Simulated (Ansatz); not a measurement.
**AlNi₂: zone-centre modes**

Theory: DFT PBEsol, scalar-relativistic, plane waves, PAW (Ansatz 0.2.0). Settings: plane waves to 420 eV, k-mesh 12×12×10 (Γ-centred), Gaussian smearing 0.15 eV. No spin polarisation. A magnetic state may lie lower.

The undisturbed cell (relaxed at this level; it needn't be the usual structure):

```yaml
crystal:
  lattice:
    - [3.97490, 0.00000, 0.00000]
    - [-1.98745, 3.44236, 0.00000]
    - [0.00000, 0.00000, 4.90604]
  atoms:
    - { symbol: Al, position: [0.33333, 0.66667, 0.19258] }
    - { symbol: Al, position: [0.66667, 0.33333, 0.80742] }
    - { symbol: Ni, position: [0.33333, 0.66667, 0.68754] }
    - { symbol: Ni, position: [0.66667, 0.33333, 0.31246] }
    - { symbol: Ni, position: [0.00000, 0.00000, 0.50000] }
    - { symbol: Ni, position: [0.00000, 0.00000, 0.00000] }
```

Harmonic modes by finite displacements of 0.02 Å, without the LO–TO term.

Problem. At this geometry, is the structure stable against these modes?

Solution. Yes: no mode is imaginary beyond 10 cm⁻¹, and only the three translations lie near zero.

Problem. List the wavenumbers in cm⁻¹.

Solution. 0, 0, 0, 128, 147, 147, 165, 166, 166, 237, 237, 275, 310, 333, 345, 345, 355, 355.

Cost: 1 run of about 20 core-minutes, on Intel Xeon Processor @ 2.50GHz (Skylake/Cascade Lake) (shared hosts).